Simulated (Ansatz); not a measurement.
Pt (fcc, Cu type)

```
CELL_PARAMETERS angstrom
      0.00000     3.94001     3.94001
      1.97000     0.00000     1.97000
      1.97000     1.97000     0.00000
ATOMIC_POSITIONS crystal
  Pt 0.00000 0.00000 0.00000
  Pt 0.50000 0.00000 0.00000
```

A phonon eigenvector at L = (0.5, 0.0, 0.0) is frozen into this cell: atom i moves by Q times the vector below, so Q is the largest atomic displacement, in Å. The cell is held. (q is in reciprocal vectors of the primitive cell; the cell shown is doubled to hold the pattern.)

```
atom       x       y       z
----  ------  ------  ------
Pt1   -0.577   0.577   0.577
Pt2    0.577  -0.577  -0.577
```

These are r2SCAN (plane waves to 500 eV, PAW, scalar-relativistic; Ansatz, a quantum-chemistry and plane-wave program) values and carry that method's errors. k mesh 10×20×20 (Γ-centred), Fermi-Dirac smearing 0.05 eV. The energy includes the smearing's −TS. With partly filled bands, energies and forces of such displacements shift with the k mesh and the smearing. Pt is run without spin polarisation. Pt was relaxed with its symmetry unable to fall. Spin-orbit coupling is left out, though Pt is heavy. The PAW data are Ansatz's earlier set. The zero of ΔE is the undisplaced structure. The last digit holds for this mesh only.

```tsv
Q (Å)	ΔE (meV/cell)
-0.1000	270.7
-0.0833	withheld
-0.0667	118.8
-0.0500	66.5
-0.0333	29.5
-0.0167	7.4
0.0000	0.0
0.0167	7.4
0.0333	29.5
0.0500	66.5
0.0667	118.8
0.0833	withheld
0.1000	270.7
```

Task: Fit an even polynomial form (powers 2, 4) to the given rows and predict ΔE at Q = 0.0833.

Result: Least squares on the 11 given rows: ΔE = (26430)·Q² + (63480)·Q⁴, in meV/cell with Q in Å; root-mean-square residual 0.06 meV/cell. At 0.0833 the fit gives 186.5 meV/cell; the calculation gives 186.6 meV/cell, so the interpolation is off by -0.1 (-0.1 %). The quadratic term alone would give 183.4 meV/cell.

(A displaced cell: forces are minus the slopes of the energy, force constants its curvatures, and phonons follow from these.)
